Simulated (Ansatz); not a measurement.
LiF:
```
CELL_PARAMETERS angstrom
      0.00000     2.15507     2.15507
      2.15507     0.00000     2.15507
      2.15507     2.15507     0.00000
ATOMIC_POSITIONS crystal
  Li 0.00000 0.00000 0.00000
  F  0.25000 0.25000 0.25000
```

Tensor components refer to the Cartesian frame of this cell.

### Question
Give the proper piezoelectric stress tensor with relaxed ions from PBEsol (plane waves, PAW; program Ansatz).

### Answer
In C/m², rows x, y, z, Voigt columns; mesh uncertainty up to 0.00.
```
0.00  0.00  0.00  0.49  0.00  0.00
0.00  0.00  0.00  0.00  0.49  0.00
0.00  0.00  0.00  0.00  0.00  0.49
```

The elastic tensor of the same run (GPa):

```
66.0  48.5  48.5   0.0   0.0   0.0
48.5  66.0  48.5   0.0   0.0   0.0
48.5  48.5  66.0   0.0   0.0   0.0
 0.0   0.0   0.0  34.2   0.0   0.0
 0.0   0.0   0.0   0.0  34.2   0.0
 0.0   0.0   0.0   0.0   0.0  34.2
```

### Question
Convert to strain constants d = e·S.

### Answer
In pC/N:
```
 0.0   0.0   0.0  14.2   0.0   0.0
 0.0   0.0   0.0   0.0  14.2   0.0
 0.0   0.0   0.0   0.0   0.0  14.2
```

Space group F-43m (zinc blende). The start of the workflow was typed in or built on a structure type; neither database checked (COD, Materials Project) lists it. It is not the phase usual at ambient conditions (space group No. 225). The cell was relaxed with PBEsol under the symmetry of its start; its stability against distortions is not shown here. Signs of piezoelectric constants follow the polarity of the cell as given.

Potentials: the earlier of the program's two PAW sets. The files were generated under PBE; for other functionals the program regenerates the frozen cores, and for LDA and PBEsol the local potential too.
